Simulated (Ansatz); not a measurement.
A geometry of Ge away from equilibrium: step 3 of the relaxation of a relaxed Ge cell, doubled along one cell vector, shaken by Gaussian noise of σ = 0.08 Å a coordinate. Computed with r2SCAN (plane waves to 500 eV, PAW, scalar-relativistic; Ansatz, an electronic-structure program). Γ-centred k-mesh 7×4×3 on the run's cell (coarser than for final values), Fermi–Dirac smearing 0.05 eV. The plane waves were selected for a different cell earlier on the path.

```yaml
crystal:
  lattice:
    - [4.01110, 0.00110, -0.00055]
    - [-4.00919, 6.94852, 0.02460]
    - [-0.00109, 0.02788, 8.00616]
  atoms:
    - { symbol: Ge, position: [0.00261, 0.00041, 0.20626] }
    - { symbol: Ge, position: [0.99654, 0.50187, 0.20696] }
    - { symbol: Ge, position: [0.01338, 0.01603, 0.77652] }
    - { symbol: Ge, position: [0.01935, 0.51317, 0.77612] }
    - { symbol: Ge, position: [0.32879, 0.33369, 0.24637] }
    - { symbol: Ge, position: [0.33309, 0.83147, 0.24898] }
    - { symbol: Ge, position: [0.68125, 0.17916, 0.73270] }
    - { symbol: Ge, position: [0.68630, 0.68307, 0.73831] }
```

### Question
What forces act on the atoms (eV/Å)?

### Answer
```
atom     Fx     Fy     Fz
----  -----  -----  -----
Ge1   -0.03  -0.07  -0.75
Ge2    0.05  -0.25  -0.80
Ge3    0.28  -0.14   0.83
Ge4   -0.18   0.01   0.72
Ge5   -0.02   0.00   0.68
Ge6    0.01   0.33   0.68
Ge7   -0.26   0.26  -0.70
Ge8    0.15  -0.13  -0.65
```

The path ends in Fd-3m (No. 227) (diamond type). No spin polarisation in the result.

Of the parent cell (P6₃/mmc (No. 194)): it is a generated cell of Ge: the first start was made by placing the elements on the sites of a structure type, and the end was not matched to a known phase here, so it may be hypothetical. Known forms of Ge include space group No. 227.
